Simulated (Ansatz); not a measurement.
Recipe of this trial structure of Sc5W: random cell by space group and Wyckoff sites (F-43m, No. 216). Lengths were set from tabulated atomic sizes, so they are only a guess.

```
Sc W
1.0
     0.00000    3.74746    3.74746
     3.74746    0.00000    3.74746
     3.74746    3.74746    0.00000
Sc W
5 1
Cartesian
  0.9902 0.9902 0.9902
  2.7573 2.7573 0.9902
  2.7573 0.9902 2.7573
  0.9902 2.7573 2.7573
  3.7475 3.7475 3.7475
  5.6212 5.6212 5.6212
```

Theory: DFT PBE, scalar-relativistic, plane waves, PAW in Ansatz. Cutoff 420 eV, Gaussian smearing, Γ-centred meshes. Cell and atoms relax first on a coarse mesh and then on a finer one. In between, the cell is made exact in the group found at 0.06 Å. In metals the finer mesh still leaves noise of several meV/atom or more. The steps can't lower the symmetry of their start. Collinear spin is switched on along the way, since trial moments persisted in a coarse test.

A guess keeps its type if space group and coordination stay and the shape of the cell changes little (axis ratios within about 15 %, angles within 6°); the volume may change.

**Question.** Does it keep its structure type, or change into something else?

**Answer.** It keeps its type. The symmetry stays F-43m (No. 216). The volume per atom grows by 25.8 %, from 17.5 to 22.1 Å³. The shortest distance goes from 2.50 Å (Sc–Sc) to 2.80 Å (Sc–Sc). Counting neighbours within 15 % of an atom's shortest distance, the start has Sc 6/16, W 16 and the end Sc 6/16, W 16.

The last run used collinear spin, an 8×8×8 mesh for its 6-atom cell and Gaussian smearing of 0.10 eV. These runs have no spin–orbit coupling, which can matter for W. Another magnetic order may lie lower. Symmetry constrained the relaxation, so the result can be a saddle point.

In counts of neighbours, a slash parts the counts of unlike sites.
